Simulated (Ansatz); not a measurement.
## Cs₂S₃: pressure and gap against volume

A database entry relaxed whole under r2SCAN (Cmc2_1):

```
CELL_PARAMETERS angstrom
3.86161 -5.56186 0.00000
3.86161 5.56186 0.00000
0.00000 0.00000 8.18860
ATOMIC_POSITIONS crystal
Cs 0.89532 0.10468 0.96659
Cs 0.10468 0.89532 0.46659
Cs 0.42522 0.57478 0.69453
Cs 0.57478 0.42522 0.19453
S 0.20187 0.79813 0.99275
S 0.79813 0.20187 0.49275
S 0.37998 0.05693 0.85281
S 0.62002 0.94307 0.35281
S 0.94307 0.62002 0.85281
S 0.05693 0.37998 0.35281
```

The cell was scaled uniformly, its shape held, and the atoms relaxed at each volume with plane-wave PAW DFT (Ansatz 0.2.0; r2SCAN, 500 eV, 6×6×4 Γ-centred mesh, fermi-dirac occupations of width 0.020 eV; no spin, no spin-orbit coupling). One row is withheld.

```
volume (Å³/atom)  energy over the lowest (meV/atom)  pressure (GPa)  gap over mesh and path (eV)
          33.064                                5.8            0.95                        1.642
          33.768                                2.5            0.59                        1.648
          34.471                                0.6            0.27                        1.655
          35.175                                0.0           -0.01                        1.656
          35.878                                  ?               ?                            ?
          36.582                                2.2           -0.47                        1.661
          37.285                                4.7           -0.67                        1.663
```

Problem. Fit the pressures of the other rows to the third-order Birch-Murnaghan form.

Solution. With f = [(V₀/V)^(2/3) − 1]/2 and P = 3B₀f(1 + 2f)^(5/2)[1 + 3(B₀′ − 4)f/2], least squares gives V₀ = 35.16 Å³ an atom, B₀ = 13.2 GPa and B₀′ = 5.1; the rows miss the fit by less than 0.01 GPa. The slope of the energies differs from these pressures by less than 0.05 GPa.

Problem. How does the gap move with volume?

Solution. A parabola in ln(V/V₀) through the other rows has the slope dE_g/d ln V = +0.2 eV at V₀, so by B₀ the gap moves by -12 meV a GPa at this fixed shape: it hardly moves.

Problem. What does the withheld row hold?

Solution. The fit gives -0.25 GPa at 35.878 Å³; the run gave -0.25 GPa and 0.6 meV an atom. Its gap is 1.657 eV, against 1.660 eV from the parabola.

Caveats: the shape of the cell was held, so B₀ is an upper bound where the axes differ in stiffness; 0 K, fixed nuclei; the symmetry was kept, and this need not be the phase that is stable at 0 K; one mesh for all volumes; r2SCAN gaps lie as a rule under measured ones; the slope of the gap can be off by tens of per cent, more where shallow d levels or spin-orbit coupling act on the edges; pressure is positive in compression.
